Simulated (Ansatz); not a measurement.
The start is a relaxed Mo2C cell, doubled along one cell vector, shaken by Gaussian noise of σ = 0.08 Å a coordinate. The cell and all atomic positions are relaxed at zero pressure with PBEsol (plane waves to 420 eV, PAW, scalar-relativistic; Ansatz, a program for electronic structure). The first steps use a coarse 6×3×8 k-mesh.

The start:
```
Mo2C
1.0
   -2.13116     2.13116     3.99737
    4.26233    -4.26233     7.99473
    2.13116     2.13116    -3.99737
Mo C
8 4
Cartesian
  2.17611   0.00556   3.91975
  4.28817  -2.22887   7.87963
  2.17318   0.01962   0.04455
  4.33769  -2.17465   3.98034
  0.09712  -0.06203   1.98613
  2.13480  -2.11035   6.03490
  0.06007   0.14151   5.91928
  2.12584  -2.06285   9.97599
  0.11844   2.14288   1.82799
  2.08547   0.09284   6.01604
  0.07321   0.02296   0.06769
  2.06966  -2.00092   4.11549
```

Problem. How large is the pressure on the unrelaxed cell, and of which sign?

Solution. +5 GPa (positive: the cell is compressed).

Problem. Is the parent structure recovered?

Solution. It returns to the parent structure, I4₁/amd (No. 141).

Problem. How do the shortest distances between atoms change?

Solution. The closest pairs of elements (up to four, under 3.6 Å), start → end: C–Mo 1.92 → 2.05 Å; Mo–Mo 2.73 → 2.85 Å; C–C 2.76 → 2.92 Å.

Problem. Is the relaxed structure metallic? Give its gap.

Solution. Zero (metallic).

Final values are on a 15×15×15 k-mesh of the relaxed cell. No spin polarisation in the result.

The relaxed structure here is a generated cell of Mo2C: the first start was made by placing the elements on the sites of a structure type, and the end was not matched to a known phase here, so it may be hypothetical.
